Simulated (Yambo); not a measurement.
Material: LaOF (space group R-3m, No. 166); a = b = c = 7.119 Å, α = β = γ = 32.99° (6 atoms in the cell). The geometry is that of Materials Project entry mp-8111, symmetrised and not relaxed again.

With norm-conserving PBEsol (Quantum ESPRESSO, 110 Ry, scalar-relativistic), the gap between the mesh's edge points ((0, 0.25, -0.25) → (0, 0.25, -0.25)) is 4.540 eV.

Problem. By how much does one-shot G0W0 (Yambo; 4×4×4 Γ-centred k mesh, 109 bands and a 6 Ry block in the screening, 109 bands in G with the Bruneval-Gonze terminator, plasmon pole fitted at 27.2 eV) open this gap, and what gap results?

Solution. The correction is 2.741 eV, giving 7.281 eV, 1.6 times the PBEsol value. The mesh misses a band edge: along a dense path the PBEsol gap is 4.20 eV against 4.54 eV on the mesh. Convergence of the G0W0 settings was not tested. The 4f states are in the valence at their DFT position.
